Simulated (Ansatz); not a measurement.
Crystals of one space group, with the same sites and like axis ratios (P6_3/mmc), relaxed and computed with the program Ansatz at the PBE level (PAW).

| crystal | a (Å) | V (Å³/atom) | B₀ by P(V) fit (GPa) | spin order, net moment (μB/atom) | ΔH_f (eV/atom) |
|---|---|---|---|---|---|
| V2Si | 4.259 | 13.07 | 188 | moments vanished | -0.36 |
| Nb2Si | 4.582 | 16.35 | 182 | not spin-polarised | -0.35 |
| SiMo2 | 4.461 | 14.69 | 228 | not spin-polarised | -0.07 |
| SiRu2 | 4.174 | 13.42 | 248 | not spin-polarised | -0.15 |
| Hf2Si | ___ | ___ | ___ | not spin-polarised | ___ |
| Ta2Si | 4.578 | 16.37 | 195 | not spin-polarised | -0.21 |
| SiW2 | 4.471 | 14.95 | 249 | not spin-polarised | 0.24 |

### Question
Fill in the missing entries.

### Answer

- Hf2Si, a (Å): 4.742
- Hf2Si, V (Å³/atom): 18.48
- Hf2Si, B₀ by P(V) fit (GPa): 131
- Hf2Si, ΔH_f (eV/atom): -0.46

Constructed cells (a structure type filled with these elements, in neither database checked): V2Si, P6_3/mmc (Si on 2c, V on 2a, V on 2d); Nb2Si, P6_3/mmc (Si on 2c, Nb on 2a, Nb on 2d); SiMo2, P6_3/mmc (Si on 2c, Mo on 2a, Mo on 2d); SiRu2, P6_3/mmc (Si on 2c, Ru on 2a, Ru on 2d); Hf2Si, P6_3/mmc (Si on 2c, Hf on 2a, Hf on 2d); Ta2Si, P6_3/mmc (Si on 2c, Ta on 2a, Ta on 2d); SiW2, P6_3/mmc (Si on 2c, W on 2a, W on 2d). Began spin-polarised and lost the moments: V2Si, P6_3/mmc (Si on 2c, V on 2a, V on 2d). All cells were relaxed under the symmetry of their starts (and spin orders); stability against distortions was not tested throughout. Rows with no word on spin ran without spin polarisation. Spin–orbit coupling is left out wherever it is not named.

Potentials: the later of the program's two PAW sets.

Formation energies count from the lowest solids of the elements computed at the same level, not from gases.
